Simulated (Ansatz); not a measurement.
ScAl2 (MoSi2 or CaC2 type) was relaxed and computed twice in Ansatz (plane waves, PAW), once with PBE and once with r²SCAN.

```tsv
	run 1	run 2
cell	a = 3.1510 Å, b = 3.1510 Å, c = 11.2109 Å, α = 90.00°, β = 90.00°, γ = 90.00°	a = 3.1372 Å, b = 3.1372 Å, c = 11.1319 Å, α = 90.00°, β = 90.00°, γ = 90.00°
ΔH_f (eV/atom)	-0.25	-0.27
B₀ by P(V) fit (GPa)	73.9	80.3
```

Q: Which run used which functional?

A: Run 1 is PBE, run 2 is r²SCAN.

Constructed cells (a structure type filled with these elements, in neither database checked): ScAl2, MoSi2 or CaC2 type. All cells were relaxed under the symmetry of their starts (and spin orders); stability against distortions was not tested throughout. Rows with no word on spin ran without spin polarisation.

Potentials: the earlier of the program's two PAW sets.

Ansatz (a quantum-chemistry and plane-wave program) is a plane-wave DFT program.

Formation energies count from the lowest solids of the elements computed at the same level, not from gases.
